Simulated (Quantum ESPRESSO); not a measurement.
# Ta3Sn2Cu2Ga: input and log of a self-consistent run

Simulated, not a measurement. The program is pw.x of Quantum ESPRESSO 7.5 (plane-wave density functional theory). The cell is made up: eight metal atoms on a face-centred cubic lattice, with elements, volume, strain and displacements drawn at random and not relaxed, so it may be unstable or far from any real phase. PseudoDojo standard norm-conserving files set the functional (PBE unless stated); there is no spin polarisation or spin-orbit coupling, the Fermi-Dirac width of 0.25 eV means electrons at about 2900 K, and the masses in the input are unused placeholders. The copper pseudopotential is less sure than most, with forces differing by about three percent and pressure by about two GPa from a second method on plain copper. The tin pseudopotential is less sure than most, with forces differing by about three percent from a second method on plain tin. Heavy elements are run without spin-orbit coupling, which real alloys of them have. A spin test at this wide smearing found no moment, but such smearing suppresses magnetism that the real alloy may have.

Input:

```
&control calculation='scf', pseudo_dir='./dojo.nc.sr.pbe.v0_5.standard.upf', outdir='./o', disk_io='minimal', tprnfor=.true., tstress=.true. /
&system ibrav=0, nat=8, ntyp=4, nbnd=71, ecutwfc=92.02030273, nosym=.true., tot_charge=0,
 occupations='smearing', smearing='fd', degauss=0.0183746611
/
&electrons conv_thr=1.470e-08, electron_maxstep=70, mixing_beta=0.5 /
ATOMIC_SPECIES
Cu 1.0 Cu.upf
Ga 1.0 Ga.upf
Sn 1.0 Sn.upf
Ta 1.0 Ta.upf
CELL_PARAMETERS angstrom
-2.0627 -4.2149 -2.1043
-4.1439 2.0796 2.1784
0.0837 4.1679 -4.1981
ATOMIC_POSITIONS angstrom
Ta 0.007 -0.0937 -0.0072
Sn 0.0108 2.1944 -2.1203
Ta -2.0602 2.1052 -0.0121
Ta -1.991 4.1517 -1.9838
Cu -2.0807 0.0617 -2.0741
Cu -2.0158 1.9881 -4.18
Sn -4.069 -0.0175 0.033
Ga -4.0833 2.1395 -2.0515
K_POINTS automatic
5 5 4 1 1 1
```

The log is shortened where brackets say so; the opening notice, blank lines, dates and the lines on written files are dropped, and the path of the files is cut. It prints rydbergs, bohrs and kilobars, and counts compression as positive stress. Its total energy is the free energy E - TS of the whole cell.

```
     Program PWSCF v.7.5
     Parallel version (MPI & OpenMP), running on       4 processor cores
     Number of MPI processes:                 4
     Threads/MPI process:                     1
     [start-up lines left out]
     bravais-lattice index     =            0
     lattice parameter (alat)  =       9.7184  a.u.
     unit-cell volume          =     985.2740 (a.u.)^3
     number of atoms/cell      =            8
     number of atomic types    =            4
     number of electrons       =       118.00
     number of Kohn-Sham states=           71
     kinetic-energy cutoff     =      92.0203  Ry
     charge density cutoff     =     368.0812  Ry
     scf convergence threshold =      1.5E-08
     mixing beta               =       0.5000
     number of iterations used =            8  plain     mixing
     Exchange-correlation= PBE
                           (   1   4   3   4   0   0   0)
     [axes and pseudopotential details left out]
   Cartesian axes
     site n.     atom                  positions (alat units)
         1        Ta     tau(   1) = (   0.0013611  -0.0182197  -0.0014000  )
         2        Sn     tau(   2) = (   0.0021000   0.4266952  -0.4122867  )
         3        Ta     tau(   3) = (  -0.4006004   0.4093505  -0.0023528  )
         4        Ta     tau(   4) = (  -0.3871447   0.8072870  -0.3857446  )
         5        Cu     tau(   5) = (  -0.4045866   0.0119974  -0.4033032  )
         6        Cu     tau(   6) = (  -0.3919669   0.3865808  -0.8127899  )
         7        Sn     tau(   7) = (  -0.7912062  -0.0034028   0.0064168  )
         8        Ga     tau(   8) = (  -0.7939868   0.4160201  -0.3989087  )
     number of k points=    50  Fermi-Dirac smearing, width (Ry)=  0.0184
                       cart. coord. in units 2pi/alat
        k(    1) = (  -0.1771123   0.0286656  -0.1282000), wk =   0.0400000
        k(    2) = (  -0.2194307   0.1450225  -0.3197803), wk =   0.0400000
     [further k points left out]
     Dense  grid:   117509 G-vectors     FFT dimensions: (  60,  60,  72)
     Estimated max dynamical RAM per process >     421.41 MB
     Estimated total dynamical RAM >       1.56 GB
     Initial potential from superposition of free atoms
     starting charge     117.9909, renormalised to     118.0000
     Starting wfcs are   77 randomized atomic wfcs
     total cpu time spent up to now is        5.4 secs
     per-process dynamical memory:   321.9 Mb
     Self-consistent Calculation
     iteration #  1     ecut=    92.02 Ry     beta= 0.50
     Davidson diagonalization with overlap
     ethr =  1.00E-02,  avg # of iterations =  3.0
     total cpu time spent up to now is       16.8 secs
     total energy              =   -1611.68427297 Ry
     estimated scf accuracy    <       8.35913475 Ry
     iteration #  2     ecut=    92.02 Ry     beta= 0.50
     Davidson diagonalization with overlap
     ethr =  7.08E-03,  avg # of iterations =  3.0
     total cpu time spent up to now is       29.4 secs
     total energy              =   -1615.80122673 Ry
     estimated scf accuracy    <      22.56045658 Ry
     iteration #  3     ecut=    92.02 Ry     beta= 0.50
     Davidson diagonalization with overlap
     ethr =  7.08E-03,  avg # of iterations =  2.1
     total cpu time spent up to now is       40.5 secs
     total energy              =   -1617.27162380 Ry
     estimated scf accuracy    <       2.85632997 Ry
     iteration #  4     ecut=    92.02 Ry     beta= 0.50
     Davidson diagonalization with overlap
     ethr =  2.42E-03,  avg # of iterations =  1.8
     total cpu time spent up to now is       50.1 secs
     total energy              =   -1617.10924419 Ry
     estimated scf accuracy    <       1.23663658 Ry
     iteration #  5     ecut=    92.02 Ry     beta= 0.50
     Davidson diagonalization with overlap
     ethr =  1.05E-03,  avg # of iterations =  3.1
     total cpu time spent up to now is       61.0 secs
     total energy              =   -1617.10991986 Ry
     estimated scf accuracy    <       0.31756892 Ry
     [iterations 6 to 10 left out]
     iteration # 11     ecut=    92.02 Ry     beta= 0.50
     Davidson diagonalization with overlap
     ethr =  1.42E-07,  avg # of iterations =  3.1
     total cpu time spent up to now is      130.9 secs
     total energy              =   -1617.15327813 Ry
     estimated scf accuracy    <       0.00010737 Ry
     iteration # 12     ecut=    92.02 Ry     beta= 0.50
     Davidson diagonalization with overlap
     ethr =  9.10E-08,  avg # of iterations =  1.3
     total cpu time spent up to now is      140.1 secs
     total energy              =   -1617.15327683 Ry
     estimated scf accuracy    <       0.00002547 Ry
     iteration # 13     ecut=    92.02 Ry     beta= 0.50
     Davidson diagonalization with overlap
     ethr =  2.16E-08,  avg # of iterations =  2.0
     total cpu time spent up to now is      150.7 secs
     total energy              =   -1617.15328197 Ry
     estimated scf accuracy    <       0.00000392 Ry
     iteration # 14     ecut=    92.02 Ry     beta= 0.50
     Davidson diagonalization with overlap
     ethr =  3.32E-09,  avg # of iterations =  1.6
     total cpu time spent up to now is      160.3 secs
     total energy              =   -1617.15328227 Ry
     estimated scf accuracy    <       0.00000023 Ry
     iteration # 15     ecut=    92.02 Ry     beta= 0.50
     Davidson diagonalization with overlap
     ethr =  1.93E-10,  avg # of iterations =  4.4
     total cpu time spent up to now is      172.0 secs
     End of self-consistent calculation
     [lines on levels left out]
!    total energy              =   -1617.15328232 Ry
     estimated scf accuracy    <       0.00000001 Ry
     smearing contrib. (-TS)   =      -0.07673109 Ry
     internal energy E=F+TS    =   -1617.07655123 Ry
     The total energy is F=E-TS. E is the sum of the following terms:
     one-electron contribution =    -713.78702627 Ry
     hartree contribution      =     429.47689332 Ry
     xc contribution           =    -312.10359848 Ry
     ewald contribution        =   -1020.66281981 Ry
     convergence has been achieved in  15 iterations
     Forces acting on atoms (cartesian axes, Ry/au):
     atom    1 type  4   force =    -0.00167364    0.06118709   -0.00021363
     atom    2 type  3   force =    -0.02753018   -0.04639803    0.01094783
     atom    3 type  4   force =     0.00518606   -0.00971107    0.01768993
     atom    4 type  4   force =     0.00046635    0.02620676   -0.01354842
     atom    5 type  1   force =    -0.00532006   -0.00389122    0.00568962
     atom    6 type  1   force =    -0.00435354   -0.00406612   -0.01338377
     atom    7 type  3   force =     0.01224027   -0.01742936    0.01606201
     atom    8 type  2   force =     0.02098474   -0.00589804   -0.02324356
     Total force =     0.100496     Total SCF correction =     0.000363
     Computing stress (Cartesian axis) and pressure
          total   stress  (Ry/bohr**3)                   (kbar)     P=      -23.88
  -0.00023525   0.00002918   0.00017763          -34.61        4.29       26.13
   0.00002918  -0.00011241  -0.00012093            4.29      -16.54      -17.79
   0.00017763  -0.00012093  -0.00013929           26.13      -17.79      -20.49
     init_run     :      5.13s CPU      5.31s WALL (       1 calls)
     electrons    :    166.04s CPU    166.64s WALL (       1 calls)
     forces       :      2.18s CPU      2.19s WALL (       1 calls)
     stress       :      7.52s CPU      7.68s WALL (       1 calls)
     [timing details left out]
     PWSCF        :   3m 0.98s CPU   3m 1.95s WALL
     JOB DONE.
```

In other units: free energy -22002.491 eV for the cell, pressure -2.39 GPa, largest force component 1.573 eV/Å in size. The run took 184 s of wall time with four MPI processes on a shared machine (AMD EPYC, Zen 5, virtual cores), so the time is rough. A rerun of this cell at a higher cutoff and on a denser mesh moved values by no more than 0.008 eV in energy, 0.06 GPa in stress and 0.010 eV/Å in force, and a second program with other atomic files agreed on that cell to 2 % rms in force and 0.5 GPa in pressure.